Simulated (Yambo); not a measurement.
Yambo run on TiO2 (space group P1, No. 1, within 0.06 Å of C2/m). The wavefunctions come from this Quantum ESPRESSO step (PBEsol, PseudoDojo standard norm-conserving files, scalar-relativistic):

```
&CONTROL
  calculation = 'nscf'
  pseudo_dir = './pseudo'
  outdir = './out'
/
&SYSTEM
  ibrav = 0
  nat = 9
  ntyp = 2
  ecutwfc = 84.0
  ecutrho = 336.0
  occupations = 'fixed'
  force_symmorphic = .true.
  nbnd = 162
/
&ELECTRONS
  conv_thr = 9.000000000000001e-09
  diago_full_acc = .true.
  diago_thr_init = 1e-08
/
ATOMIC_SPECIES
O 15.9990 O.upf
Ti 47.8670 Ti.upf
CELL_PARAMETERS angstrom
  2.968260000000   0.000000000000   0.000000000000
  0.000205000000   4.707610000000   0.000000000000
  1.483570000000   0.242356000000   7.083460000000
ATOMIC_POSITIONS crystal
O   0.568000000000   0.815300000000   0.872800000000
O   0.229400000000   0.703000000000   0.549500000000
O   0.906500000000   0.691800000000   0.195200000000
O   0.101200000000   0.309000000000   0.806200000000
O   0.777900000000   0.297700000000   0.451900000000
O   0.440000000000   0.185400000000   0.128500000000
Ti   0.661700000000   0.520500000000   0.684500000000
Ti   0.344600000000   0.480300000000   0.317000000000
Ti   0.003400000000   0.000400000000   0.000700000000
K_POINTS automatic
4 4 2 0 0 0
```

Yambo input:

```
rim_cut
gw0
dyson
el_el_corr
HF_and_locXC
ppa
em1d
RandQpts= 1000000
RandGvec= 1 Ry
EXXRLvcs= 84 Ry
VXCRLvcs= 336 Ry
Chimod= "HARTREE"
% BndsRnXp
 4 | 161 |
%
NGsBlkXp= 7 Ry
% LongDrXp
 1.0 | 1.0 | 1.0 |
%
PPAPntXp= 27.2114 eV
% GbndRnge
 1 | 161 |
%
GTermKind= "BG"
DysSolver= "n"
ExtendOut
% QPkrange
 1 | 1 | 36 | 37 |
 2 | 2 | 36 | 37 |
 5 | 5 | 36 | 37 |
 6 | 6 | 36 | 37 |
 15 | 15 | 36 | 37 |
 16 | 16 | 36 | 37 |
 19 | 19 | 36 | 37 |
%
```

k points by index: 1 = Γ, 2 = (0, 0, -0.5), 5 = (0, -0.5, 0), 6 = (0, -0.5, -0.5), 15 = (-0.5, 0, 0), 16 = (-0.5, 0, -0.5), 19 = (-0.5, -0.5, 0).

The o-*.qp file then holds:

```
#    K-point    Band    Eo [eV]    E [eV]    E-Eo [eV]    Vxc [eV]    Vnlxc [eV]    Sc|Eo [eV]    Sc|E [eV]    dSc/dw|Eo [eV]    Re(Z)    Im(Z)
#
    1    36    0.000000    -0.154982    -0.154982    -19.93282    -24.73425    4.598390    4.646447    -8.430890    0.763456    -0.001415
    1    37    2.315633    3.706564    1.390931    -20.13029    -12.16008    -6.170970    -6.579271    -7.986758    0.773089    -0.001511
    2    36    -0.094827    -0.262269    -0.167441    -19.76975    -24.57279    4.583574    4.635599    -8.448150    0.763086    -0.001438
    2    37    2.446929    3.793828    1.346900    -20.01584    -12.29754    -5.975604    -6.371404    -7.995289    0.772901    -0.001557
    5    36    -0.715079    -0.951560    -0.236481    -19.85466    -24.73854    4.575748    4.647400    -8.240223    0.767561    -0.001438
    5    37    2.392786    3.730221    1.337434    -19.99037    -12.34254    -5.919999    -6.310391    -7.941860    0.774076    -0.001545
    6    36    -0.214467    -0.402047    -0.187580    -19.92978    -24.75737    4.582637    4.640017    -8.317937    0.765883    -0.001445
    6    37    2.381162    3.754266    1.373104    -20.11170    -12.28628    -6.050022    -6.452316    -7.971416    0.773426    -0.001518
    15    36    -0.993019    -1.244207    -0.251189    -19.31410    -24.31221    4.668608    4.746922    -8.477950    0.762447    -0.001837
    15    37    2.601402    3.944676    1.343275    -20.09303    -12.26749    -6.082685    -6.482264    -8.093401    0.770753    -0.001560
    16    36    -0.990535    -1.241734    -0.251198    -19.31135    -24.30993    4.669176    4.747387    -8.466903    0.762684    -0.001691
    16    37    2.601676    3.948362    1.346687    -20.08690    -12.26806    -6.071804    -6.472155    -8.088477    0.770861    -0.001556
    19    36    -0.522165    -0.730881    -0.208716    -19.97026    -24.90090    4.657632    4.721931    -8.377596    0.764599    -0.001447
    19    37    2.471957    3.777827    1.305871    -19.79722    -12.13251    -5.974962    -6.358845    -7.998193    0.772837    -0.001525
```
(The two width columns are left out.) Convergence of these settings isn't established.

Geometry of the Materials Project entry, not relaxed at this level.

This is not the ordinary phase of the substance; no match was found in the copy of COD used, and its stability was not checked.
